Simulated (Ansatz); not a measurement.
ZrCu:
```yaml
crystal:
  lattice:
    - [3.21434, 4.07880, 0.00000]
    - [-3.21434, 4.07880, 0.00000]
    - [-1.34903, 0.00000, 5.14659]
  atoms:
    - { symbol: Zr, position: [0.90621, 0.09379, 0.00386] }
    - { symbol: Zr, position: [0.40838, 0.59162, 0.97778] }
    - { symbol: Zr, position: [0.82512, 0.72925, 0.59302] }
    - { symbol: Zr, position: [0.27075, 0.17488, 0.59302] }
    - { symbol: Cu, position: [0.71862, 0.28138, 0.44711] }
    - { symbol: Cu, position: [0.30278, 0.69722, 0.43449] }
    - { symbol: Cu, position: [0.44556, 0.05394, 0.15312] }
    - { symbol: Cu, position: [0.94606, 0.55444, 0.15312] }
```

Relaxed with PBEsol. Special points in fractions of this cell's reciprocal vectors: Γ (0.000, 0.000, 0.000); Y (0.500, 0.500, 0.000); M (0.500, 0.500, 0.500); A (0.000, 0.000, 0.500); L2 (0.000, 0.500, 0.500); V2 (0.000, 0.500, 0.000).

### Question
List the band energies nearest the Fermi level at these points for PBEsol in the plane-wave PAW code Ansatz.

### Answer
In eV from the Fermi level; about four levels below and three above (degenerate sets whole), none deeper than 8.9 eV; points with the same levels are listed once.

```json
[
 {"k": "Γ", "below": "-0.68 -0.47 -0.40 -0.11", "above": "0.38 0.52 0.65"},
 {"k": "Y", "below": "-0.79 -0.71 -0.16 -0.01", "above": "0.03 0.15 0.32"},
 {"k": "M", "below": "-1.83 -1.16 -1.09 -0.20", "above": "0.30 0.36 0.42"},
 {"k": "A", "below": "-0.58 -0.46 -0.29 -0.12", "above": "0.22 0.30 0.69"},
 {"k": "L2", "below": "-1.00 -0.53 -0.31 -0.04", "above": "0.26 0.35 0.61"},
 {"k": "V2", "below": "-0.53 -0.25 -0.14 -0.01", "above": "0.20 0.53 0.76"}
]
```

Space group Cm. The first step of the workflow began from a Materials Project structure, measured or hypothetical; the Crystallography Open Database copy checked does not list it. Its standing as an ambient phase is unchecked. The cell was relaxed with PBEsol under the symmetry of its start. At this level the phase is dynamically unstable (imaginary phonons). No spin polarisation was allowed. Spin–orbit coupling is left out wherever it is not named.

Potentials: the later of the program's two PAW sets.
